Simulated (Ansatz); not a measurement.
B₂Ir:
```
B2Ir
1.0
    3.10486     0.00000     0.00000
   -1.55243     2.68889     0.00000
    0.00000     0.00000     3.24676
Ir B
1 2
Direct
  0.00000   0.00000   0.00000
  0.33333   0.66667   0.50000
  0.66667   0.33333   0.50000
```

Relaxed with PBE. Special points in fractions of this cell's reciprocal vectors: Γ (0.000, 0.000, 0.000); M (0.500, 0.000, 0.000); K (0.333, 0.333, 0.000); A (0.000, 0.000, 0.500); L (0.500, 0.000, 0.500); H (0.333, 0.333, 0.500).

**Question.** List the band energies nearest the Fermi level at these points for PBE (plane waves, PAW; program Ansatz).

**Answer.** In eV from the Fermi level; about four levels below and three above (degenerate sets whole), none deeper than 8.9 eV; … stands for higher levels left out; points with the same levels are listed once.

| k | below | above |
|---|---|---|
| Γ | -5.47 -5.47 -3.57 -2.14 -2.14 | 1.51 1.51 3.94 3.94 |
| M | -4.54 -2.69 -1.07 -0.25 | 1.89 5.05 5.65 |
| K | -5.08 -5.08 -2.04 -2.04 -1.67 | 5.44 5.44 8.22 |
| A | -3.61 -3.61 -1.96 -1.83 -1.83 | 4.73 7.53 … |
| L | -7.04 -4.77 -1.20 -0.87 | 1.89 1.93 2.33 |
| H | -6.91 -5.73 -5.73 -1.20 | 1.53 1.53 1.54 |

Space group P6/mmm. A made-up cell: these elements were put on the sites of a structure type; neither database checked (COD, Materials Project) lists it. Its standing as an ambient phase is unchecked. The PBE relaxation kept the symmetry of its start; its stability against distortions is not shown here. The run is not spin-polarised. Scalar-relativistic: spin–orbit coupling is off unless named, which matters more the heavier the elements.

Potentials: the earlier of the program's two PAW sets.
